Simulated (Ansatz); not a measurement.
6 guesses for Sn₄P and where they end

These are results of DFT PBE, scalar-relativistic, plane waves, PAW in Ansatz 0.2.0, not measurements. Settings: cutoff 420 eV, Γ-centred meshes spaced at most about 0.3 Å⁻¹, and about 0.25 Å⁻¹ or finer for metals (2π included), Gaussian smearing. No spin polarisation in the final relaxations.

Each guess was relaxed in cell and atoms at zero pressure, within the symmetry of its start. Temperature and zero-point effects are left out. Coordination counts Sn atoms around P (those within 1.25 times the shortest such distance or 1.15 times the sum of covalent radii, 1.27 where that leaves under three; a plus sign parts nearer from farther groups; the shortest distance is added where it exceeds 1.18 times the sum of covalent radii).

```tsv
guess	made from	start group	V start (Å³/atom)	end group	V end (Å³/atom)	coordination at the end	gap on mesh (eV)	E over the lowest end (meV/atom)
1	LuAg4 type	I4/m	23.3	I4/m	25.7	P 8 from 2.9 Å	0	58
2	Mn4N type	Pm-3m	24.7	Pm-3m	35.5	P 12+8 from 4.0 Å	0	923
3	GeF4 type	I-43m	33.3	I-43m	29.3	P 4+4	0	185
4	Co4H type	P-3m1	23.7	P-3m1	27.0	P 6	0	0
5	Fe4N type	Pm-3m	23.6	?	?	?	?	?
6	NiHg4 type	Im-3m	25.3	Im-3m	29.0	P 8	0	188
```

Guess 5 as it starts:

```cif
data_structure
_symmetry_space_group_name_H-M 'P 1'
_symmetry_Int_Tables_number 1
_cell_length_a 4.9046
_cell_length_b 4.9046
_cell_length_c 4.9046
_cell_angle_alpha 90.000
_cell_angle_beta 90.000
_cell_angle_gamma 90.000
_cell_volume 117.98
loop_
_atom_site_label
_atom_site_type_symbol
_atom_site_fract_x
_atom_site_fract_y
_atom_site_fract_z
_atom_site_occupancy
Sn1 Sn 0.00000 0.50000 0.50000 1
Sn2 Sn 0.50000 0.50000 0.00000 1
Sn3 Sn 0.50000 0.00000 0.50000 1
Sn4 Sn 0.00000 0.00000 0.00000 1
P1 P 0.50000 0.50000 0.50000 1
```

Question: Fill in the missing row: what does this guess relax into, and where does it rank?

Answer: It ends in space group Pm-3m (No. 221), with a = 5.284 Å, 29.5 Å³/atom and no gap; its coordination is P 6. It lies 292 meV/atom over the lowest end, above guess 6 and below guess 2. Counting Sn atoms around P, this end and the lowest (guess 4) both have P 6.

```
CELL_PARAMETERS angstrom
5.28362 0.00000 0.00000
0.00000 5.28362 0.00000
0.00000 0.00000 5.28362
ATOMIC_POSITIONS crystal
Sn 0.00000 0.50000 0.50000
Sn 0.50000 0.50000 0.00000
Sn 0.50000 0.00000 0.50000
Sn 0.00000 0.00000 0.00000
P 0.50000 0.50000 0.50000
```

Formation energies are uncorrected and refer to the elements' standard structures at the same level. The references include grey tin and black phosphorus.

Question: Is the lowest end bound against the elements?

Answer: No: its formation energy is +0.05 eV/atom. It can't be a ground state, since the elements alone are lower.

For metals, differences of a few meV/atom aren't resolved. A magnetic state wasn't ruled out in cells without spin, among them P-3m1, I4/m, I-43m, Im-3m, Pm-3m at 29.5 Å³/atom and others. The reference form of P is held partly by dispersion forces, which this level lacks. Cells relaxed within their symmetry can be saddle points. A lower structure may well exist outside this small set. Some types were kept out of the candidates beforehand, so the set may lack a known form.
